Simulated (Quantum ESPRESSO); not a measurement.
Band energies of PtS2 monolayer

```
CELL_PARAMETERS angstrom
      3.53447     0.00000     0.00000
     -1.76723     3.06094     0.00000
      0.00000     0.00000    15.50000
ATOMIC_POSITIONS crystal
  S  0.33333 0.66667 0.07847
  S  0.66667 0.33333 0.92153
  Pt 0.00000 0.00000 0.00000
```

norm-conserving PBEsol (Quantum ESPRESSO, 84 Ry, with spin-orbit coupling); path ΓMKΓ; energies in eV from the valence-band maximum.

```
k (1/Å)  point  band 30  band 31  band 32  band 33  band 34  band 35  band 36  band 37
-------  -----  -------  -------  -------  -------  -------  -------  -------  -------
0.00         Γ    -0.27     3.12     3.12     3.40     3.40     5.60     5.60     5.61
0.11              -0.18     2.96     2.96     3.27     3.27     5.72     5.72     5.80
0.23              -0.05     2.50     2.50     3.08     3.08     6.02     6.02     6.19
0.46              -0.08     1.75     1.75     2.81     2.81     6.27     6.27     6.90
0.57              -0.19     1.84     1.84     2.80     2.80     5.86     5.86     7.31
0.80              -0.76     2.49     2.49     2.96     2.96     5.43     5.43     6.98
0.91              -1.16     2.73     2.73     3.05     3.05     5.42     5.42     6.64
1.03         M    -1.50     2.81     2.81     3.09     3.09     5.45     5.45     6.50
1.26              -0.93     2.42     2.42     2.77     2.77     5.95     5.95     7.34
1.38              -0.71     2.13     2.13     2.58     2.58     6.43     6.43     7.97
1.62         K    -0.70     2.09     2.09     2.19     2.19     6.88     6.88     8.76
1.71              -0.62     2.00     2.00     2.32     2.32     6.86     6.86     8.46
1.89              -0.31     1.87     1.87     2.59     2.59     6.76     6.76     7.68
1.98              -0.17     1.85     1.85     2.59     2.59     6.75     6.75     7.46
2.07              -0.07     1.89     1.89     2.48     2.48     6.77     6.77     7.34
2.26               0.00     2.06     2.06     2.17     2.17     6.93     6.93     7.18
2.35              -0.02     1.99     1.99     2.38     2.38     6.89     6.89     6.98
2.53              -0.02     2.36     2.36     2.92     2.92     6.18     6.18     6.38
2.62              -0.09     2.72     2.72     3.14     3.14     5.88     5.88     6.03
2.80         Γ    -0.27     3.12     3.12     3.40     3.40     5.60     5.60     5.61
```

The PBEsol gap is indirect, 1.75 eV, from 54 % of the way from K to Γ to 44 % of the way from Γ to M; the smallest direct gap is 1.82 eV. Another valence extremum on the path lies within 0.02 eV, too close to call. The valence-band maximum lies 6.28 eV below the vacuum level.

Geometry relaxed with PBEsol.
